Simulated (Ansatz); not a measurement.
Theory: DFT PBE, scalar-relativistic, plane waves, PAW in Ansatz. Settings of the last relaxation (7-atom cell): 420 eV, 8×8×10 k points, Gaussian smearing of 0.10 eV, collinear spin.

Energies over the elements count from the elements' standard structures at the same level (F₂ as a molecule), with no fitted energy shifts.

Q: Give a relaxed trial structure of a tetragonal metal with formula YF6, with a formation energy near −1.86 eV/atom, about 19 Å³ per atom and a net moment near 0.4 μB per atom, in a cell of 7 atoms.

A: YF6, space group P4/mmm (No. 123). Y has 6 F at 2.18–2.19 Å; F on a site of symmetry 4/mmm is surrounded by 2 Y at 2.18 Å; around F on a second site of symmetry 4/mmm lie 8 F at 2.74 Å (long contacts); F on a site of symmetry m2m has 1 Y at 2.19 Å, 2 F at 2.36 Å and 2 F at 2.74 Å.

```cif
data_structure
_symmetry_space_group_name_H-M 'P 1'
_symmetry_Int_Tables_number 1
_cell_length_a 5.4600
_cell_length_b 5.4600
_cell_length_c 4.3537
_cell_angle_alpha 90.000
_cell_angle_beta 90.000
_cell_angle_gamma 90.000
_cell_volume 129.79
loop_
_atom_site_label
_atom_site_type_symbol
_atom_site_fract_x
_atom_site_fract_y
_atom_site_fract_z
_atom_site_occupancy
Y1 Y 0.00000 0.00000 0.00000 1
F1 F 0.00000 0.00000 0.50000 1
F2 F 0.50000 0.50000 0.50000 1
F3 F 0.28372 0.28372 0.00000 1
F4 F 0.71628 0.71628 0.00000 1
F5 F 0.28372 0.71628 0.00000 1
F6 F 0.71628 0.28372 0.00000 1
```

The volume per atom is 18.54 Å³. The density is 2.60 g/cm³. The energy over the elements is −1.86 eV/atom. The gap on the 8×8×10 mesh of the 7-atom cell is 0 eV (a metal), the net moment per atom is 0.43 μB and the moment by site is F 1.0, 0.5 (×4) μB.

The structure comes from a generated guess, relaxed at this level; another structure or a mixture of phases may lie lower. Other answers may fit too; this one was computed.

Another magnetic order may lie lower. A structure relaxed within its symmetry needn't be a true minimum. Site moments count only spheres around the atoms; the net moment includes the space between them.
